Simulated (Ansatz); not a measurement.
Relaxed-ion elastic tensor of LaFeO$_{3}$ (cubic perovskite, space group No. 221) in GPa (Voigt order), DFT-PBEsol in the program Ansatz with PAW potentials; density 7.33 g/cm³, 11.00 Å³ per atom.

```
 306   128   128   0.0   0.0   0.0
 128   306   128   0.0   0.0   0.0
 128   128   306   0.0   0.0   0.0
 0.0   0.0   0.0  87.3   0.0   0.0
 0.0   0.0   0.0   0.0  87.3   0.0
 0.0   0.0   0.0   0.0   0.0  87.3
```

**Question.** Is the crystal mechanically stable?

**Answer.** Yes: the smallest eigenvalue of C is 87.3 GPa.

**Question.** Work out the Voigt, Reuss and Hill averages.

**Answer.** K_V = 187, K_R = 187, K_H = 187; G_V = 88.0, G_R = 88.0, G_H = 88.0 GPa.

**Question.** Give Young's modulus, Poisson's ratio, Pugh's ratio and the universal anisotropy index.

**Answer.** E = 9KG/(3K + G) = 228 GPa; ν = 0.30; K/G = 2.13 (ductile by the Pugh limit of 1.75); A_U = 5G_V/G_R + K_V/K_R − 6 = 0.00.

**Question.** Estimate the sound speeds and the Debye temperature.

**Answer.** v_l = √((K + 4G/3)/ρ) = 6450 m/s, v_t = √(G/ρ) = 3470 m/s, mean 3870 m/s; Θ = (h/k)(3n/4πV)^(1/3) v_m = 518 K.

**Question.** Give the Zener ratio and Young's modulus along [100], [110] and [111].

**Answer.** A = 2C44/(C11 − C12) = 0.98; 1/E = S11 − 2(S11 − S12 − S44/2)Γ with Γ = 0, 1/4, 1/3 gives 231, 228, 227 GPa.

**Question.** Solve the Christoffel equation for the three sound speeds along [100], [110], [111].

**Answer.** Eigenvalues of C_ijkl n_j n_l equal ρv². In km/s, slowest first: [100] 3.45, 3.45, 6.46; [110] 3.45, 3.49, 6.44; [111] 3.48, 3.48, 6.44.

Space group Pm-3m (cubic perovskite). The workflow started from an entry of the Crystallography Open Database (COD), which files this formula under 3 space groups. Its standing as an ambient phase is unchecked. The cell was relaxed with PBEsol under the symmetry of its start; its stability against distortions is not shown here. Magnetic state: ferromagnetic, chosen from 4 collinear starts compared on coarse meshes (ties went to the first, and starts can fall back to one state), not a proven ground state. No Hubbard U is applied. The compound may be a true metal, but semilocal functionals without U, or a wrong spin order, can also close a gap. As this level gives no gap, shear constants depend on the k-mesh and smearing (Fermi–Dirac, 0.1 eV here). Scalar-relativistic: spin–orbit coupling is off unless named, which matters more the heavier the elements.

Potentials: the later of the program's two PAW sets.
